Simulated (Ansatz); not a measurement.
BeSe:
```
BeSe
1.0
    3.61512     0.00000     0.00000
   -1.80756     3.13079     0.00000
    0.00000     0.00000     5.96395
Be Se
2 2
Direct
  0.33333   0.66667   0.99936
  0.66667   0.33333   0.49936
  0.66667   0.33333   0.12564
  0.33333   0.66667   0.62564
```

Relaxed with PBEsol.

### Question
Give the optical modes at the zone centre with their infrared activity from DFPT, the program Ansatz at the PBEsol level (PAW).

### Answer
Transverse frequencies, without the LO–TO term; a row sums one degenerate level.

```tsv
ω (cm⁻¹)	degeneracy	IR ((D/Å)²/amu)	activity	symmetry
95	2	0.00	IR-inactive	E2
220	1	0.00	IR-inactive	B1
488	2	0.00	IR-inactive	E2
505	1	13.96	IR	A1
511	2	24.12	IR	E1
563	1	0.00	IR-inactive	B1
```

### Question
How high does the top mode go among those that the LO–TO term moves?

### Answer
569 cm⁻¹ for q along x, 569 cm⁻¹ for q along y, 571 cm⁻¹ for q along z.

Space group P6_3mc (wurtzite). The start of the workflow was typed in or built on a structure type; neither database checked (COD, Materials Project) lists it. COD files the formula under space group No. 216. Whether it is the stable phase at ambient conditions was not checked. The PBEsol relaxation kept the symmetry of its start; whether a distortion lowers the energy is not shown.

Potentials: the earlier of the program's two PAW sets. The files were generated under PBE; for other functionals the program regenerates the frozen cores, and for LDA and PBEsol the local potential too.
